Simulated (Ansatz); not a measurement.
GeSe:
```xyz
8
Lattice="10.9718 0.0000 0.0000 0.0000 3.8799 0.0000 0.0000 0.0000 4.4218" Properties=species:S:1:pos:R:3 pbc="T T T"
Ge     1.3562     0.9700     0.5008
Ge     9.6155     2.9099     3.9210
Ge     4.1297     2.9099     2.7117
Ge     6.8421     0.9700     1.7101
Se     9.3785     0.9700     2.2022
Se     1.5932     2.9099     2.2196
Se     7.0791     2.9099     4.4131
Se     3.8927     0.9700     0.0087
```

Plane-wave PAW PBE+D3(BJ) (Ansatz code) gives a gap of 0.71 eV without spin–orbit coupling, maximum on the Γ–Z line, 69 % of the way from Γ, minimum on the Γ–Z line, 14 % of the way from Γ.

**Question.** What happens when spin–orbit coupling is switched on?

**Answer.** The gap decreases by 0.02 eV, to 0.69 eV; maximum on the Γ–Z line, 69 % of the way from Γ, minimum on the Γ–Z line, 15 % of the way from Γ.

**Question.** Give the electron effective mass with spin–orbit coupling.

**Answer.** 0.082, 1.2, 2.1 mₑ (principal values).

**Question.** Give the hole effective mass with spin–orbit coupling.

**Answer.** 0.22, 0.51, 0.59 mₑ (principal values).

Space group Pnma. Symmetry was held in the PBE+D3(BJ) relaxation.

Potentials: the earlier of the program's two PAW sets.
